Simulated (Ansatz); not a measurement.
Q: Each is relaxed and computed with PBE (plane waves, PAW; program Ansatz). Which is the only one with a gap?
A. HfGe, P6/mmm (Hf on 3f, Ge on 1a, Ge on 2d)
B. HfS2, Pnnm (Hf on 2a, S on 4g)
C. Hf2Ge, P6_3/mmc (Ge on 2c, Hf on 2a, Hf on 2d)
D. HfSi2, MoSi2 or CaC2 type

A: B, HfS2, Pnnm (Hf on 2a, S on 4g). HfS2: gap 0.58 eV (direct); HfSi2: metal; HfGe: metal; Hf2Ge: metal. Constructed cells (a structure type filled with these elements, in neither database checked): HfS2, Pnnm (Hf on 2a, S on 4g); HfSi2, MoSi2 or CaC2 type; HfGe, P6/mmm (Hf on 3f, Ge on 1a, Ge on 2d); Hf2Ge, P6_3/mmc (Ge on 2c, Hf on 2a, Hf on 2d). All cells were relaxed under the symmetry of their starts (and spin orders); stability against distortions was not tested throughout. Rows with no word on spin ran without spin polarisation. Spin–orbit coupling is left out wherever it is not named.

Potentials: the later of the program's two PAW sets.
